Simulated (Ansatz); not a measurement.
# AlNi3 (Cu3Au type), scan of one atom of the cell

Starting cell, AlNi₃ (Cu3Au type):

```xyz
4
Lattice="3.5261 0.0000 0.0000 0.0000 3.5261 0.0000 0.0000 0.0000 3.5261" Properties=species:S:1:pos:R:3 pbc="T T T"
Ni     0.0000     1.7631     1.7631
Ni     1.7631     1.7631     0.0000
Ni     1.7631     0.0000     1.7631
Al     0.0000     0.0000     0.0000
```

Scan: atom 1 (Ni, nearest neighbour Ni at 2.493 Å; its periodic images, 3.5 Å or more away, move with it) is displaced towards the nearest neighbour, direction (-0.707, -0.707, 0.000) in Cartesian axes, by s. The other atoms stay.

Computed with r2SCAN (plane waves to 500 eV, PAW, scalar-relativistic; Ansatz, an electronic-structure program). k mesh 11×11×11 (Γ-centred), Fermi-Dirac smearing 0.05 eV. The energy includes the smearing's −TS. Stress and pressure are positive under compression. With partly filled bands, energies and forces of such displacements shift with the k mesh and the smearing. F∥ is the force on the atom along that direction. F⊥ is the part of the force across the line. AlNi3 was relaxed with its symmetry unable to fall. Relaxed AlNi3 ends ferromagnetic. Other magnetic orders were not checked, so this need not be the ground state. ΔE is measured from the undisplaced structure.

```json
[
 {"s (Å)": "-0.500", "ΔE (meV/cell)": "1476", "F∥ (eV/Å)": "6.929", "P (GPa)": "16.1", "|F⊥| (eV/Å)": "0.008"},
 {"s (Å)": "-0.400", "ΔE (meV/cell)": "887", "F∥ (eV/Å)": "4.939", "P (GPa)": "10.0", "|F⊥| (eV/Å)": "0.013"},
 {"s (Å)": "-0.300", "ΔE (meV/cell)": "475", "F∥ (eV/Å)": "3.373", "P (GPa)": "5.5", "|F⊥| (eV/Å)": "0.016"},
 {"s (Å)": "-0.200", "ΔE (meV/cell)": "203", "F∥ (eV/Å)": "2.095", "P (GPa)": "2.4", "|F⊥| (eV/Å)": "0.010"},
 {"s (Å)": "-0.100", "ΔE (meV/cell)": "50", "F∥ (eV/Å)": "1.000", "P (GPa)": "0.6", "|F⊥| (eV/Å)": "0.003"},
 {"s (Å)": "0.000", "ΔE (meV/cell)": "0", "F∥ (eV/Å)": "0.000", "P (GPa)": "0.0", "|F⊥| (eV/Å)": "0.000"},
 {"s (Å)": "0.100", "ΔE (meV/cell)": "50", "F∥ (eV/Å)": "-1.000", "P (GPa)": "0.6", "|F⊥| (eV/Å)": "0.003"},
 {"s (Å)": "0.200", "ΔE (meV/cell)": "203", "F∥ (eV/Å)": "-2.095", "P (GPa)": "2.4", "|F⊥| (eV/Å)": "0.010"},
 {"s (Å)": "0.300", "ΔE (meV/cell)": "475", "F∥ (eV/Å)": "-3.373", "P (GPa)": "5.5", "|F⊥| (eV/Å)": "0.016"},
 {"s (Å)": "0.400", "ΔE (meV/cell)": "887", "F∥ (eV/Å)": "-4.939", "P (GPa)": "10.0", "|F⊥| (eV/Å)": "0.013"},
 {"s (Å)": "0.500", "ΔE (meV/cell)": "1476", "F∥ (eV/Å)": "-6.929", "P (GPa)": "16.1", "|F⊥| (eV/Å)": "0.008"}
]
```

Key numbers:

The energy at s = 0.500 Å is 1476 meV/cell and the force along the line at s = -0.500 Å is 6.93 eV/Å. The force constant k = d²E/ds² at s = 0 (finite differences) comes out as 9.84 eV/Å². Symmetry of the curve: even: the same for both signs. Shape of the curve: a single well with its minimum at or next to zero displacement. Harmonic estimate at the end of the scan: ½ks² = 1230 meV/cell against the computed 1476 meV/cell, so the well is stiffer than harmonic there.

The 11 points together took roughly 80 core-minutes.

(A displaced cell: forces are minus the slopes of the energy, force constants its curvatures, and phonons follow from these.)
